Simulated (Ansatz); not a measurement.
Be (bcc (W type), space group No. 229) under volume change, the program Ansatz at the LDA level (PAW), scaled uniformly.

| V (Å³/atom) | E − E(relaxed) (meV/atom) | P (GPa) |
|---|---|---|
| 6.783 | 28.8 | 14.68 |
| 7.006 | 12.2 | 9.14 |
| 7.230 | 2.9 | 4.28 |
| 7.454 | 0.0 | 0.03 |
| 7.677 | … | … |
| 7.901 | 10.1 | -7.00 |
| 8.124 | … | … |

Q: Fill in the missing entries.

A: 
- 7.677, E − E(relaxed) (meV/atom): 2.6
- 7.677, P (GPa): -3.71
- 8.124, E − E(relaxed) (meV/atom): 22.0
- 8.124, P (GPa): -9.89

Q: What does a third-order Birch–Murnaghan fit give for V₀, B₀ and B′?

A: V₀ = 7.46 Å³/atom, B₀ = 133 GPa, B′ = 3.3.

Space group Im-3m (bcc (W type)). The first step of the workflow began from a Materials Project structure, measured or hypothetical; the Crystallography Open Database copy checked does not list it. It is not the phase usual at ambient conditions (space group No. 194). The cell was relaxed with LDA under the symmetry of its start; its stability against distortions is not shown here.

Potentials: the earlier of the program's two PAW sets.
